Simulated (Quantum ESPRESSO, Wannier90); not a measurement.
# Li (hcp (Mg type), model phase): Wannier90 run

```xyz
2
Lattice="3.0148 0.0000 0.0000 -1.5074 2.6109 0.0000 0.0000 0.0000 5.1083" Properties=species:S:1:pos:R:3 pbc="T T T"
Li     1.5074    -0.8703     1.2771
Li    -1.5074     0.8703    -1.2771
```

Materials Project entry mp-10173; symmetrised, unrelaxed at this level. This isn't the element's usual structure (bcc); take it as a model of another phase. Computed values, not measurements, from PBEsol: Quantum ESPRESSO (norm-conserving PseudoDojo potentials, cutoff 60 Ry, no spin polarisation, no spin-orbit coupling) on a Γ-centred 12×12×6 mesh, then Wannier90. Density: 18×18×8 mesh, cold smearing 0.01 Ry.

A tight-binding model is made by disentanglement and projection with no localisation steps (num_iter = 0), so the 8 orbitals stay atom-like: hydrogen-like Li: s;p, axes along x, y, z; frozen window up to 1.50 eV relative to the Fermi level. It follows pw.x to 3.5 meV rms for states up to 1.0 eV relative to the Fermi level. Matrix elements depend on this choice of orbitals and windows.

Q: What are the on-site energies relative to the Fermi level, and how fast do the hoppings decay?

A: 
```tsv
atom	orbitals	energy (eV)
Li1	s	5.45
Li1	pz	7.40
Li1	px py	7.65
Li2	s	5.45
Li2	pz	7.40
Li2	px py	7.65
```

| distance of the centres (Å) | largest modulus (eV) |
|---|---|
| 2–3 | 1.0 |
| 3–4 | 2.0 |
| 4–5 | 0.17 |
| 5–6 | 0.13 |
| 6–7 | 0.21 |
| 7–8 | 0.019 |
| 8–9 | 0.013 |
| 9–10 | 0.0065 |
| 10–11 | 0.0026 |
| 11–12 | 0.0019 |
| 12–13 | 0.0025 |
